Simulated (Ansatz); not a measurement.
BAs (zinc blende)

```
BAs
1.0
    0.00000     4.80936     4.80936
    2.40468     2.40468     4.80936
    2.40468     2.40468     0.00000
As B
2 2
Direct
  0.00000   0.75000   0.75000
  0.50000   0.75000   0.75000
  0.00000   0.00000   0.00000
  0.50000   0.00000   0.00000
```

A phonon eigenvector at X = (0.5, 0.5, 0.0) is frozen into this cell: atom i moves by Q times the vector below, so Q is the largest atomic displacement, in Å. The cell is held. (q is in reciprocal vectors of the primitive cell; the cell shown is doubled to hold the pattern.)

```
atom      x      y       z
----  -----  -----  ------
B3    0.000  0.000   1.000
B4    0.000  0.000  -1.000
```

Atoms not listed stay in place.

Method: PBE (plane waves to 420 eV, PAW, scalar-relativistic; Ansatz, a program for electronic structure). k mesh 12×12×12 (Γ-centred), Fermi-Dirac smearing 0.05 eV. The energy includes the smearing's −TS. BAs was relaxed with its symmetry unable to fall. The PAW data are Ansatz's earlier set. The zero of ΔE is the undisplaced structure.

```json
[
 {"Q (Å)": "-0.180", "ΔE (meV/cell)": "645"},
 {"Q (Å)": "-0.120", "ΔE (meV/cell)": "289"},
 {"Q (Å)": "-0.060", "ΔE (meV/cell)": "73"},
 {"Q (Å)": "0.000", "ΔE (meV/cell)": "0"},
 {"Q (Å)": "0.060", "ΔE (meV/cell)": "73"},
 {"Q (Å)": "0.120", "ΔE (meV/cell)": "289"},
 {"Q (Å)": "0.180", "ΔE (meV/cell)": "645"}
]
```

Question: Which DFPT wavenumber at X = (0.5, 0.5, 0.0) belongs to this mode?
A) 712 cm⁻¹
B) 191 cm⁻¹
C) 312 cm⁻¹

Answer: A, 712 cm⁻¹. The curvature of the scan gives 712 cm⁻¹

(A displaced cell: forces are minus the slopes of the energy, force constants its curvatures, and phonons follow from these.)
